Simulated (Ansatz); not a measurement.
Data:

Tl$_{2}$Pd:
```
CELL_PARAMETERS angstrom
     -3.36484     3.36484     2.87194
      3.36484    -3.36484     2.87194
      3.36484     3.36484    -2.87194
ATOMIC_POSITIONS crystal
  Pd 0.25000 0.25000 0.00000
  Pd 0.75000 0.75000 0.00000
  Tl 0.66567 0.16567 0.83133
  Tl 0.16567 0.33433 0.50000
  Tl 0.33433 0.83433 0.16867
  Tl 0.83433 0.66567 0.50000
```

This is the PBEsol-relaxed structure.

### Question
All from PBEsol in the plane-wave PAW code Ansatz, unless another level is named. Estimate the formation energy from the elements (no fitted shifts).

### Answer
-0.17 eV/atom.

### Question
Next, the density of states at the Fermi level?

### Answer
0.39 states/eV per atom (mean over ±0.08 eV).

### Question
What about the gap with spin–orbit coupling?

### Answer
none (metallic).

Space group I4/mcm. The workflow started from an entry of the Crystallography Open Database (COD). Its standing as an ambient phase is unchecked. The cell was relaxed with PBEsol under the symmetry of its start; of distortions, only those at the zone centre were tested. The run is not spin-polarised. The references are the lowest solids computed at this level, not always the standard phases. Scalar-relativistic: spin–orbit coupling is off unless named, which matters more the heavier the elements.

Potentials: the later of the program's two PAW sets.
